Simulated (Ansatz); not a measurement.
# Cutoff convergence: CeO2

System: CeO2 (fluorite type, first atom moved by 0.06 Å along [111]), 3 atoms in the cell.

```yaml
crystal:
  lattice:
    - [0.00000, 2.73000, 2.73000]
    - [2.73000, 0.00000, 2.73000]
    - [2.73000, 2.73000, 0.00000]
  atoms:
    - { symbol: Ce, position: [0.00634, 0.00634, 0.00634] }
    - { symbol: O, position: [0.25000, 0.25000, 0.25000] }
    - { symbol: O, position: [0.75000, 0.75000, 0.75000] }
```
Lattice in Å, positions in fractions of it.

All numbers below come from HSE06, plane waves, PAW datasets (generated soft set 1) in Ansatz 0.2.0 development build.

Exchange singularity: Wigner-Seitz; k-mesh 4×4×4 Γ-centred; Fermi–Dirac smearing of 0.05 eV; no spin polarisation; no spin–orbit coupling.

At 560 eV the pressure at a fixed basis is -6.77 GPa. Another run of the series gave -7.94 GPa at a fixed basis and an energy +9.5 meV/atom from the top run.

**Question.** Which cutoff did it use?
A. 420 eV
B. 300 eV
C. 320 eV
D. 280 eV
E. 380 eV
F. 480 eV
G. 340 eV

**Answer.** E. The series:

```
cutoff (eV)  E − E(top) (meV/atom)  pressure at fixed basis (GPa)  corrected pressure (GPa)  rms force change (meV/Å)
        280                  391.6                         -34.18                     -6.49                      27.9
        300                  201.5                         -22.57                     -7.66                       4.6
        320                  104.0                         -15.81                     -6.78                      11.3
        340                   50.0                         -11.64                     -6.62                       6.6
        380                    9.5                          -7.94                     -6.68                       0.8
        420                    1.7                          -6.92                     -6.72                       0.2
        480                    0.7                          -6.73                     -6.72                       0.1
        560                    0.0                          -6.77                     -6.73                       0.0
```

The k-mesh is modest, so these values aren't fully converged in k.
